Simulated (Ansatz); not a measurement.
A geometry of ZnCu2SnS4 away from equilibrium: step 3 of the relaxation of a relaxed ZnCu2SnS4 cell shaken by Gaussian noise of σ = 0.08 Å a coordinate. Level of theory: r2SCAN (plane waves to 500 eV, PAW, scalar-relativistic; Ansatz, a first-principles code). Γ-centred k-mesh 5×5×6 on the run's cell (coarser than for final values), Fermi–Dirac smearing 0.05 eV.

```
ZnCu2SnS4
1.0
   -2.64924     2.63494     5.10158
    2.66936    -2.62684     5.10773
    2.63750     2.61510    -5.09744
Cu S Sn Zn
2 4 1 1
Direct
  0.01461   0.53044   0.50720
  0.48399   0.96168   0.48032
  0.50790   0.53488   0.03978
  0.78367   0.78771   0.00725
  0.22029   0.22500   0.00656
  0.25125   0.75727   0.50934
  0.75168   0.25685   0.50496
  0.00065   0.00687   0.00694
```

Question: Which atoms carry the largest force, and which way does it point?

Answer: 0.24 eV/Å, on Cu2 (atoms numbered as listed); on Cu2 its components are (-0.23, 0.00, -0.05).

Question: What is the pressure?

Answer: +0.4 GPa, compression positive.

Question: How much energy per atom can still be gained by relaxing?

Answer: 0.59 eV/atom; the path ends in P1 (No. 1).

The relaxed cell holds bonded S–S pairs (2.20 Å). No spin polarisation in the result.

The end of the path is a generated cell of ZnCu2SnS4: the first start was made by a random draw of sites in a space group, and the end was not matched to a known phase here, so it may be hypothetical. Known forms of ZnCu2SnS4 include space group No. 82.
